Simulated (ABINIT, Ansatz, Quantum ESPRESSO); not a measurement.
## BPd4: programs and potentials compared

```
CELL_PARAMETERS angstrom
2.89203 0.00000 0.00000
0.00000 4.36501 0.00000
0.00000 0.00000 5.85632
ATOMIC_POSITIONS crystal
Pd 0.49979 0.99867 0.19797
Pd 0.00724 0.98371 0.60567
Pd 0.00089 0.51860 0.32294
Pd 0.50202 0.50343 0.86453
B 0.49726 0.99461 0.86533
```

The cell comes from a database or a generator and needn't be the stable form of this composition.

Atoms were shifted at random by some hundredths of an Å from the given cell, which wasn't relaxed again for these runs.

Alike in all runs: task single point; functional PBE; k mesh 9 × 6 × 5; occupations fermi-dirac, width 0.05 eV; no spin polarisation; no spin-orbit coupling. Pressure is positive in compression and, in plane waves, holds the error of the finite cutoff, which Ansatz's Pulay term estimates and takes out.

| program and potentials | plane-wave cutoff (eV) | notes | pressure (GPa) | largest force (eV/Å) | energy over the undisturbed cell (meV/atom) |
| --- | --- | --- | --- | --- | --- |
| Ansatz, Ansatz PAW | 420 | Pulay term of +0.09 GPa included | -1.12 | 1.427 | 27.90 |
| ABINIT, JTH PAW PBE v2.0 | 599 | - | -1.27 | 1.412 | 27.47 |
| Quantum ESPRESSO, SSSP 1.3 efficiency PBE | 816 | - | -1.35 | 1.430 | 27.94 |

Force on atom 2 (Pd), eV/Å:

| program and potentials | x | y | z |
| --- | --- | --- | --- |
| Ansatz, Ansatz PAW | -0.102 | 0.686 | 1.247 |
| ABINIT, JTH PAW PBE v2.0 | -0.109 | 0.680 | 1.233 |
| Quantum ESPRESSO, SSSP 1.3 efficiency PBE | -0.101 | 0.690 | 1.248 |

The pressure spans -1.35 (Quantum ESPRESSO, SSSP 1.3 efficiency PBE) to -1.12 GPa (Ansatz, Ansatz PAW).

Differences between rows come from potentials, basis sets and numerical settings, since the functional is the same but for its coding. Runs on potential files found faulty are left out.
